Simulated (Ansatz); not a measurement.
Given:

ReTc:
```
ReTc
1.0
    2.74649     0.00000     0.00000
   -1.37325     2.37853     0.00000
    0.00000     0.00000     4.42627
Tc Re
1 1
Direct
  0.66667   0.33333   0.00000
  0.00000   0.00000   0.50000
```

This is the r²SCAN-relaxed structure.

Problem. All from the program Ansatz at the r²SCAN level (PAW), unless another level is named. Estimate the density of states at the Fermi level.

Solution. 0.76 states/eV per atom (mean over ±0.08 eV).

Problem. Next, the formation energy from the elements (no fitted shifts)?

Solution. -0.003 eV/atom.

Space group P-6m2. The workflow started from a Materials Project entry (that database holds measured and hypothetical structures alike); the Crystallography Open Database copy checked does not list it. With Tc and Re taken as one species the cell has the higher symmetry P6_3/mmc, so it may be an ordered model of a mixed-site phase. Whether it is the stable phase at ambient conditions was not checked. Symmetry was held in the r²SCAN relaxation; whether a distortion lowers the energy is not shown. No spin polarisation was allowed. The references are the lowest solids computed at this level, not always the standard phases. Scalar-relativistic: spin–orbit coupling is off unless named, which matters more the heavier the elements.

Potentials: the later of the program's two PAW sets.
